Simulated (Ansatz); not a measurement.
As:
```yaml
crystal:
  lattice:
    - [1.87999, 1.08541, 3.32889]
    - [-1.87999, 1.08541, 3.32889]
    - [0.00000, -2.17083, 3.32889]
  atoms:
    - { symbol: As, position: [0.23054, 0.23054, 0.23054] }
    - { symbol: As, position: [0.76946, 0.76946, 0.76946] }
```

Relaxed with LDA.

Q: Which orbitals make up the states near the Fermi level in the program Ansatz at the LDA level (PAW)?

A: Within 0.5 eV of the Fermi level: As 4p 79 %, As 4s 18 %. Projections are on Löwdin-orthogonalised atomic valence shells; empty p or d shells of many metals are not among them.

Q: Tabulate the density of states.

A: States/eV per cell of 2 atoms, in 0.25 eV bins, energy from the Fermi level.

```csv
E (eV),total,As 4p,As 4s
-7.85,0.16,0.04,0.13
-7.60,0.14,0.03,0.11
-7.35,0.11,0.02,0.09
-7.10,0.09,0.02,0.07
-6.85,0.07,0.01,0.06
-6.60,0.29,0.23,0.06
-6.35,0.65,0.58,0.07
-6.10,0.76,0.70,0.05
-5.85,0.67,0.62,0.05
-5.60,0.69,0.65,0.04
-5.35,0.74,0.70,0.04
-5.10,0.81,0.77,0.04
-4.85,0.90,0.85,0.05
-4.60,1.02,0.96,0.05
-4.35,1.23,1.17,0.06
-4.10,1.25,1.17,0.07
-3.85,1.24,1.16,0.07
-3.60,1.24,1.15,0.08
-3.35,1.23,1.14,0.08
-3.10,1.25,1.15,0.09
-2.85,1.26,1.15,0.09
-2.60,1.26,1.15,0.10
-2.35,1.31,1.18,0.11
-2.10,1.23,1.11,0.11
-1.85,1.01,0.88,0.11
-1.60,0.90,0.77,0.12
-1.35,0.89,0.76,0.12
-1.10,0.74,0.62,0.11
-0.85,0.61,0.50,0.09
-0.60,0.50,0.41,0.08
-0.35,0.32,0.25,0.06
-0.10,0.14,0.11,0.03
0.15,0.14,0.10,0.03
0.40,0.46,0.37,0.07
0.65,1.06,0.87,0.15
0.90,1.30,1.08,0.17
1.15,1.31,1.10,0.15
1.40,1.13,0.96,0.12
1.65,1.13,0.93,0.10
1.90,1.26,1.00,0.10
2.15,1.52,1.15,0.10
2.40,1.54,1.17,0.10
2.65,1.35,1.07,0.08
2.90,0.89,0.75,0.05
3.15,0.96,0.83,0.04
3.40,1.00,0.85,0.04
3.65,1.15,0.92,0.04
3.90,1.27,0.95,0.04
4.15,1.14,0.85,0.03
4.40,0.91,0.70,0.03
4.65,0.78,0.61,0.02
```

Space group R-3m (A7 (α-As type)). Symmetry was held in the LDA relaxation. Spin–orbit coupling is left out wherever it is not named.

Potentials: the earlier of the program's two PAW sets. The files were generated under PBE; for other functionals the program regenerates the frozen cores, and for LDA and PBEsol the local potential too.
